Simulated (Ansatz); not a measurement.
TaW3 in space group Fm-3m (No. 225; Ta on 4a, W on 8c, W on 4b) under volume change, LDA in the plane-wave PAW code Ansatz, scaled uniformly.

```csv
V (Å³/atom),E − E(relaxed) (meV/atom),P (GPa)
14.335,144.2,35.29
14.807,[?],[?]
15.280,14.4,10.00
15.752,0.0,0.00
16.225,[?],[?]
16.697,49.1,-15.82
17.170,105.2,-22.07
```

Question: Complete the blanks.

Answer: 
- 16.225, E − E(relaxed) (meV/atom): 12.9
- 16.225, P (GPa): -8.53
- 14.807, E − E(relaxed) (meV/atom): 60.6
- 14.807, P (GPa): 21.69

Question: What does a third-order Birch–Murnaghan fit give for V₀, B₀ and B′?

Answer: V₀ = 15.75 Å³/atom, B₀ = 307 GPa, B′ = 4.2.

The workflow started from a Materials Project entry (that database holds measured and hypothetical structures alike); the Crystallography Open Database copy checked does not list it. With Ta and W taken as one species the cell has the higher symmetry Im-3m, so it may be an ordered model of a mixed-site phase. Whether it is the stable phase at ambient conditions was not checked. Symmetry was held in the LDA relaxation; of distortions, only those at the zone centre were tested. The run is not spin-polarised. Spin–orbit coupling is left out wherever it is not named.

Potentials: the earlier of the program's two PAW sets.
